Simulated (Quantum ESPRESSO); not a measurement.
Ca3FO2Cl, convergence and cost over cutoff and k mesh

A calculation, not a measurement. The program is pw.x of Quantum ESPRESSO 7.5 (plane-wave density functional theory). The cell is made up: 7 atoms on a rocksalt lattice with one site empty, with randomly drawn elements, strain and displacements, not relaxed. PseudoDojo standard norm-conserving files (v0.5 for PBE, v0.4.1 for LDA and PBEsol) set the functional; there is no spin polarisation, spin-orbit coupling or dispersion term, and the masses in the input are unused placeholders.

Input of the run in row 2:

```
&control calculation='scf', pseudo_dir='./dojo.nc.sr.pbe.v0_5.standard.upf', outdir='./o', disk_io='medium', tprnfor=.true., tstress=.true. /
&system ibrav=0, nat=7, ntyp=4, nbnd=34, ecutwfc=84.00895049, nosym=.true., tot_charge=0,
 occupations='smearing', smearing='fd', degauss=0.0018374661
/
&electrons conv_thr=7.350e-09, electron_maxstep=60, /
ATOMIC_SPECIES
Ca 1.0 Ca.upf
Cl 1.0 Cl.upf
F 1.0 F.upf
O 1.0 O.upf
CELL_PARAMETERS angstrom
4.9312 0.0 0.0
0.0 4.9312 0.0
0.0 0.0 4.9312
ATOMIC_POSITIONS angstrom
Ca -0.0167 2.4474 2.5125
Ca 2.4433 0.0592 2.487
Ca 2.4217 2.476 0.0754
F 2.4564 -0.026 -0.0325
O 2.4907 2.5293 2.4374
O 5.0152 0.0016 2.3894
Cl 4.8793 2.4504 -0.0557
K_POINTS automatic
4 4 4 1 1 1
```

The same cell was run at these settings. Meshes are shifted by half a step, and differences are from the last row, which is itself not exact.

| cutoff (eV) | k mesh | k points solved | threshold (eV) | free energy less the last row's (eV) | pressure (GPa) | largest stress difference (GPa) | largest force difference (eV/Å) | iterations | wall time (s) | k-point pools | processor |
| --- | --- | --- | --- | --- | --- | --- | --- | --- | --- | --- | --- |
| 800 | 2 x 2 x 2 | 4 | 1e-04 | 0.369 | -3.37 | 6.23 | 0.089 | 10 | 48 | 1 | AMD EPYC, Zen 5 class |
| 1143 | 4 x 4 x 4 | 32 | 1e-07 | 0.000 | 2.62 | 0.02 | 0.001 | 12 | 332 | 1 | AMD EPYC, Zen 5 class |
| 1437 | 6 x 6 x 6 | 108 | 1e-07 | 0.000 | 2.64 | 0.00 | 0.000 | 12 | 1652 | 1 | AMD EPYC, Zen 5 class |

Each pool is one process. Wall times include start-up and a band step at six k points, which weighs most on the coarsest meshes. The runs were on shared virtual cores whose load varied, so times are rough.